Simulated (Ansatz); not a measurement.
TiP (CsCl type, space group No. 221) at seven volumes, r²SCAN in the plane-wave PAW code Ansatz, scaled uniformly. One row is withheld.

```tsv
V (Å³/atom)	P (GPa)
13.204	16.41
13.639	10.05
14.074	4.69
14.510	0.00
14.945	?
15.380	-7.55
15.816	-10.55
```

### Question
Fit the shown pressures and predict the withheld one.

### Answer
Third-order Birch–Murnaghan: P = (3/2)B₀(x^(7/2) − x^(5/2))[1 + (3/4)(B′ − 4)(x − 1)] with x = (V₀/V)^(2/3). Least squares on the six rows gives V₀ = 14.508 Å³/atom, B₀ = 144.8 GPa, B′ = 3.91. At V = 14.945, x = 0.9804 and P = -4.05 GPa. The run itself gave -4.06 GPa.

Space group Pm-3m (CsCl type). The cell is a constructed one: a structure type filled with these elements; neither database checked (COD, Materials Project) lists it. COD files the formula under space group No. 194. Whether it is the stable phase at ambient conditions was not checked. The r²SCAN relaxation kept the symmetry of its start. At this level the phase is mechanically unstable. The run is not spin-polarised.

Potentials: the earlier of the program's two PAW sets.
